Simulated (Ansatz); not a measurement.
An Ansatz (a program for electronic structure) run. Input:

Ansatz 0.2 input:
```yaml
crystal:
  lattice:
    - [2.9964111046, 0.0, 0.0]
    - [0.0, 2.9964111046, 0.0]
    - [0.0, 0.0, 2.9964111046]
  atoms:
    - { symbol: V, position: [0.5, 0.5, 0.5], spin: 1.07 }
    - { symbol: Ru, position: [0.0, 0.0, 0.0], spin: -0.27 }
kpoints:
  mp_grid: { grid: [14, 14, 14] }
hamiltonian:
  xc: r2scan
  pseudopotentials: { kind: paw }
magnetization: { spin_polarized: true }
scf:
  occupations: { method: gaussian, width: 0.1 }
checkpoint: { read: metal.run }
output: { write_density: true, elf: true, volumetric_format: npy }
basis: { fft_grid_basis: typed }
```

Output (shortened):

```
Pseudopotential: V, paw, valence charge 13
Pseudopotential: Ru, paw, valence charge 16
Functional definition: r2SCAN
Crystal: 2 atoms, lattice volume = 26.903 Å³
Basis set: ecut = 500 eV, 691 PW (Γ), exchange–correlation on 96×96×96 points (64 copies of the dense FFT grid, shifted against one another)
Bands: 20, of which v1, the nominal top of the filled ones, is band 15 counted from 1 (14 counted from 0)
Symmetry: 48 space group operations
Space group: Pm-3m (ITA 221), of the structure as read, at distance tolerance 3.0e-5 Å
k-points: 120 of 2744
Stability of the state it starts from, as read at its close in the collinear treatment (another_mixer)
Starting moments: Σ|m| = 1.34 μB on 2 of 2 sites; this step starts from the density that it was given
iter 1 solved again at ethr=7.70e-9 eV; its pass at ethr=3.10e-3 eV (dr2=2.23e-6 eV) is discarded
SCF iter   1: F=—  HF=-8808.400761 eV  |F-HF|=—  |Δ(HF+E_count)|=         —  Δρ=4.52e-7 (↑2.09e-7 ↓4.52e-7)  dr2=7.94e-11  dr2_τ=2.70e-12  dr2_m=1.31e-11  M=0.809 μB ∫|m|=1.266 μB  β_m=1.20  ethr=7.70e-9  ⟨swp⟩=3.0  Hψ=33513  notcnv=0
preconditioner: auto → none
SCF iter   2: F=-8808.400761 eV  HF=-8808.400761 eV  |F-HF|=4.47e-10  |Δ(HF+E_count)|=  8.35e-10  Δρ=6.91e-7 (↑6.91e-7 ↓4.32e-7)  dr2=5.02e-10  dr2_τ=8.88e-12  dr2_m=4.45e-12  M=0.809 μB ∫|m|=1.266 μB  ethr=1.00e-12  ⟨swp⟩=5.3  Hψ=16447  notcnv=0
SCF 1 converged in 2 iterations: F = -8808.400761 eV  dr2 = 5.02e-10
Stability not checked (another_mixer)
SCF converged after 2 iterations
Magnetization: 0.8085 μB (14.9043 up, 14.0957 down)
Absolute magnetization: 1.2657 μB (∫|ρ↑−ρ↓|, with the PAW one-centre terms)
Spin contamination: 0.0653 ħ² per cell (⟨S²⟩ above its minimum at these occupations)
Per-site moments (μB) at R_I (Å): [(0.9316152984816977, 1.0704243564157236), (-0.21000656810472723, 1.0704243564157236)]
Free energy (F): -8808.400761 eV
Harris-Foulkes:  -8808.400761 eV  (|F-HF|=4.47e-10)
Internal energy: -8808.391201 eV  (E = F + TS)
E sigma→0 (E₀):  -8808.395981 eV
Entropy (-TS):   -0.009559 eV (-4.780 meV/atom)
Fermi energy:    20.720000 eV
--- Per-component energies (eV) ---
  E_band       = -236.150071
  E_kinetic    = 850.429496
  E_local      = -2158.716156  (includes V_loc(G=0)·N_el)
  E_nonlocal   = 296.264267
  E_hartree    = 814.373985
  E_xc         = -311.478929
  E_vxc        = -452.104716  (∫ρ·V_xc dr)
  E_paw        = -4599.656905  (= ΣΔE_a)
  E_vpaw       = -431.955591  (= ΣTr[D̂ρ^β])
  E_aug_tail   = 0.000262  (compensation charges beyond the density's cutoff)
  E_vtau       = 31.184483  (kinetic-family band-sum trace: ∫τ·v_τ [+ j·A + Jᵃ·Aᵃ] dr)
  E_ewald      = -3699.030484
  E_core_change = -0.576737  (= ΣΔE_core)
  E_smearing   = -0.009559  (= −TS)
  E_closure    =  0.000000  (closes the sum)
  Σ components = -8808.400761   (vs F -8808.400761, Δ=0.00e0)
  [band-id]    e_kinetic+e_local+e_nonlocal+2·e_hartree+e_vxc+e_vpaw+e_augmentation_tail+e_vtau = -236.149985   (vs E_band -236.150071, Δ=8.65e-5)
--- Band table (eV; the first three rows and the last of 240) ---
  k-point 0 ↑: bands = ["-54.5496", "-47.2364", "-23.6866", "-23.6866", "-23.6866", "-19.8223", "-19.8223", "-19.8223", "12.2529", "14.8636", "14.8636", "18.4453", "18.4453", "18.4453", "21.4163", "21.4163", "22.6752", "22.6752", "22.6752", "30.3400"]
  k-point 1 ↑: bands = ["-54.5486", "-47.2360", "-23.6955", "-23.6843", "-23.6843", "-19.8329", "-19.8237", "-19.8237", "12.3679", "14.9208", "14.9469", "18.4343", "18.4343", "18.4879", "21.3169", "21.4522", "22.4880", "22.4880", "22.6143", "29.8977"]
  k-point 2 ↑: bands = ["-54.5459", "-47.2347", "-23.7202", "-23.6779", "-23.6779", "-19.8624", "-19.8275", "-19.8275", "12.7033", "15.0903", "15.1845", "18.4075", "18.4075", "18.6141", "21.0299", "21.5555", "22.0124", "22.0124", "22.4370", "28.7971"]
  k-point 119 ↓: bands = ["-54.6948", "-45.9688", "-24.0482", "-24.0482", "-24.0482", "-18.7719", "-18.7719", "-18.7719", "16.2078", "16.2078", "16.2078", "19.0308", "19.0308", "19.0308", "21.1563", "21.1563", "23.1230", "23.1230", "30.8523", "30.8523"]
```

Cost: about 5 core-seconds (a rough figure) on shared cores.

The workflow started from an entry of the Crystallography Open Database (COD), which files this formula under 2 space groups. Whether it is the stable phase at ambient conditions was not checked. The r²SCAN relaxation kept the symmetry of its start, as lowered by the spin order; whether a distortion lowers the energy is not shown. Spin order of the final state: ferrimagnetic, chosen from 4 collinear starts compared on coarse meshes (ties went to the first, and starts can fall back to one state), not a proven ground state. Other orbital occupations within this spin state were not tried. Point labels and valley counts follow the cell and symmetry of the run, lower than the named group. Spin–orbit coupling is left out wherever it is not named.

Potentials: the later of the program's two PAW sets.

Ansatz is a plane-wave DFT program.
